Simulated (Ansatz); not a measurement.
A geometry of BaYAgTe3 away from equilibrium: the start of the relaxation of a relaxed BaYAgTe3 cell shaken by Gaussian noise of σ = 0.08 Å a coordinate. These are r2SCAN (plane waves to 500 eV, PAW, scalar-relativistic; Ansatz, a first-principles code) values and carry that method's errors. Γ-centred k-mesh 4×4×2 on the run's cell (coarser than for final values), Fermi–Dirac smearing 0.05 eV.

```xyz
12
Lattice="2.2656 -7.5539 0.0000 2.2656 7.5539 0.0000 0.0000 0.0000 11.4979" Properties=species:S:1:pos:R:3 pbc="T T T"
Ba     2.4939    -3.8654     2.8875
Ba     2.3223     3.8488     8.5681
Y     -0.0209    -0.0313     0.0970
Y     -0.0265     0.0409     5.7208
Ag     2.3428     0.3670     2.8609
Ag     2.2005    -0.4513     8.6321
Te     2.2941    -2.0213    10.8076
Te     2.2563     2.0815     0.5450
Te     2.2895     1.9809     5.0701
Te     2.2580    -2.1390     6.3564
Te     2.3137     6.3540     2.9192
Te     2.2628    -6.3548     8.6174
```

Q: Give the Cartesian forces on all atoms (eV/Å).

A: 
```
atom     Fx     Fy     Fz
----  -----  -----  -----
Ba1   -0.51   0.02  -0.11
Ba2   -0.15  -0.03   0.08
Y3     0.11   0.16  -0.54
Y4     0.13  -0.49   0.50
Ag5   -0.09   0.25  -0.34
Ag6    0.16   0.15  -0.39
Te7   -0.04  -0.43   0.59
Te8    0.16  -0.11   0.32
Te9    0.00   0.51   0.24
Te10   0.10   0.28  -0.18
Te11   0.24  -0.37  -0.16
Te12  -0.11   0.06  -0.01
```

Q: What is the pressure?

A: +0.6 GPa, compression positive.

Q: How much energy per atom can still be gained by relaxing?

A: 0.02 eV/atom; the path ends in Cmcm (No. 63).

No spin polarisation in the result.

The cell that was disturbed is our relaxation of an entry of Materials Project.
